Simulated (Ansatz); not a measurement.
This Ansatz input for CuF3 in the ReO3-type structure was spoiled on purpose:

```yaml
crystal:
  lattice:
    - [3.7897726989, 0.0, 3.7897726989]
    - [0.0, 3.7897726989, 3.7897726989]
    - [0.0, 0.0, 7.5795453978]
  atoms:
    - { symbol: Cu, position: [0.0, 0.0, 0.0], spin: 2.0 }
    - { symbol: F, position: [0.5, 0.0, 0.75] }
    - { symbol: F, position: [0.0, 0.0, 0.25] }
    - { symbol: F, position: [0.0, 0.5, 0.75] }
    - { symbol: Cu, position: [0.0, 0.0, 0.5], spin: -2.0 }
    - { symbol: F, position: [0.5, 0.0, 0.25] }
    - { symbol: F, position: [0.0, 0.0, 0.75] }
    - { symbol: F, position: [0.0, 0.5, 0.25] }
basis:
  ecutwfc: 420
  ecutrho_ratio: 4
kpoints:
  mp_grid: { grid: [10, 10, 5] }
hamiltonian:
  xc: pbe
scf:
  occupations: { method: gaussian, width: 0.05 }
  max_iter: 60
output:
  forces: true
  stress: true
```

Launched as:
```sh
ansatz run input.yaml --threads 2 --pin off --max-ram 2662MiB --backend cpu --events-out ev --progress --plain --runs-dir out
```

Q: What is wrong with it?

A: A moment without spin polarisation. Against the sound input: magnetization: {"spin_polarized": true} → null; crystal.atoms[0].spin: 2.0 (the cap on iterations is only a precaution).

What the program printed:

```
Error: inconsistent input (magnetization.spin_polarized): false but per-atom `spin:`, `per_species`, `initial_magnetization`, `magnetic_field`, or `spin_locking` is set
```

The input was refused before any iteration. Cost: 0.02 s on 2 threads of Arm Neoverse V2, with other jobs on the host, peak memory 0.03 GiB. The run before the change (PBE, 420 eV, 10×10×5 mesh) gave:

```tsv
run	P (GPa)	gap on the mesh (eV)	cell moment (μB)	largest force component (eV/Å)
sound	0.0	0.34	0.00	0.000
```

The start was a prototype's sites filled with these elements, not a measured cell. The ideal cubic cell shuts out tilts of the octahedra, which such structures often take.

Of that run: The run wasn't fully tested for a lower electronic state.
